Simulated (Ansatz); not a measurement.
Data:

La2Si:
```cif
data_La2Si
_chemical_formula_sum 'La2 Si1'
_space_group_name_H-M_alt 'P 1'
_space_group_IT_number 1
_cell_length_a 7.58236
_cell_length_b 7.58236
_cell_length_c 7.58236
_cell_angle_alpha 32.540
_cell_angle_beta 32.540
_cell_angle_gamma 32.540
loop_
_space_group_symop_operation_xyz
  'x, y, z'
loop_
_atom_site_label
_atom_site_type_symbol
_atom_site_fract_x
_atom_site_fract_y
_atom_site_fract_z
_atom_site_occupancy
La1 La 0.74519 0.74519 0.74519 1
La2 La 0.25481 0.25481 0.25481 1
Si1 Si 0.00000 0.00000 0.00000 1
```

This is the r²SCAN+D4-relaxed structure.

Task: All from plane-wave PAW r²SCAN+D4 (Ansatz code), unless another level is named. Give the electronic character.

Result: metallic (no gap).

Task: Predict the formation energy from the elements (no fitted shifts).

Result: -37 kJ/mol of atoms.

Task: And the density of states at the Fermi level?

Result: 1.1 states/eV per atom (mean over ±0.08 eV).

Task: Give the gap with spin–orbit coupling.

Result: none (metallic).

Space group R-3m. The start of the workflow was typed in or built on a structure type; neither database checked (COD, Materials Project) lists it. Its standing as an ambient phase is unchecked. The r²SCAN+D4 relaxation kept the symmetry of its start; whether a distortion lowers the energy is not shown. The references are the lowest solids computed at this level, not always the standard phases. Spin–orbit coupling is left out wherever it is not named.

Potentials: the earlier of the program's two PAW sets. The files were generated under PBE; for other functionals the program regenerates the frozen cores, and for LDA and PBEsol the local potential too.
